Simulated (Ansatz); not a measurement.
**CsHgCl$_{3}$: do energies and stresses tell the same story?**

Theory: DFT r2SCAN, scalar-relativistic, plane waves, PAW in Ansatz 0.2.0.

Plane waves to 500 eV, a k mesh through Γ of 8×8×8 on the computed 5-atom cell and Gaussian smearing (0.10 eV); no spin polarisation.

Relaxed cell: Pm-3m, a = 5.325 Å, b = 5.325 Å, c = 5.325 Å, α = 90.00°, β = 90.00°, γ = 90.00°, 5 atoms in the primitive cell. Whether it is the stable form of this composition wasn't checked.

Energies at zero smearing and pressures from the stress tensor, at volumes with shape and atoms relaxed:
```csv
V (Å³/atom),E − E(first) (meV/atom),P (GPa)
28.390,0.00,2.45
29.296,-9.95,1.11
30.202,-12.97,-0.01
31.108,-10.21,-0.94
32.014,-2.66,-1.71
```

**Question.** Check P = −dE/dV between neighbouring volumes, and get the bulk modulus from the pressures alone.

**Answer.** With 1 eV/Å³ = 160.2 GPa:
```csv
middle V (Å³/atom),−ΔE/ΔV (GPa),mean P (GPa)
28.843,1.759,1.779
29.749,0.534,0.551
30.655,-0.487,-0.473
31.561,-1.336,-1.324
```

The two differ by 0.02 GPa at most. The mean of two end pressures misses the average over a step by about ΔV² P″/12, up to 0.02 GPa here; with that taken off 0.00 GPa remains. Around V = 30.202 Å³/atom, the two neighbours give B = −V ΔP/ΔV = 30.202 × 2.05 / 1.812 = 34.1 GPa, against B0 = 34.0 GPa from the Birch–Murnaghan fit of the energies.

Spin–orbit coupling is left out, which can shift energies with elements as heavy as these.

Symmetry holds off the tilts and polar distortions that many cubic perovskites undergo.

Cost: 6 runs of about 5.1 core-minutes in all, on Arm Neoverse V2 (shared hosts).